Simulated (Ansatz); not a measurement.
# Au: two-dimensional strain map

Computed with DFT LDA, scalar-relativistic, plane waves, PAW (Ansatz 0.2.0). The runs took a 420 eV cutoff, a Γ-centred 20×20×20 mesh and Gaussian smearing (0.15 eV). Spin–orbit coupling is left out, which can shift energies with elements as heavy as these. No spin polarisation. Energies are free energies at this smearing, counted from the undisturbed cell; pressure is positive in compression.

The starting cell (as given, not relaxed at this level; it stands at -5.6 GPa):

```yaml
crystal:
  lattice:
    - [0.00000, 2.04550, 2.04550]
    - [2.04550, 0.00000, 2.04550]
    - [2.04550, 2.04550, 0.00000]
  atoms:
    - { symbol: Au, position: [0.00000, 0.00000, 0.00000] }
```

The cell is strained by p along both x and y and by q along z, fractional coordinates fixed. Points are written (p, q).

Energy above the undisturbed cell in meV/atom (a dash: not computed):

| p \ q | -0.030 | 0.000 | 0.030 |
| --- | --- | --- | --- |
| -0.030 | 28.7 | 0.3 | -5.3 |
| 0.000 | -8.7 | 0.0 | 26.0 |
| 0.030 | 27.1 | 64.9 | – |

Pressure in GPa:

```csv
p \ q,-0.030,0.000,0.030
-0.030,13.7,6.2,0.1
0.000,-0.2,-5.6,-9.9
0.030,-9.8,-13.5,–
```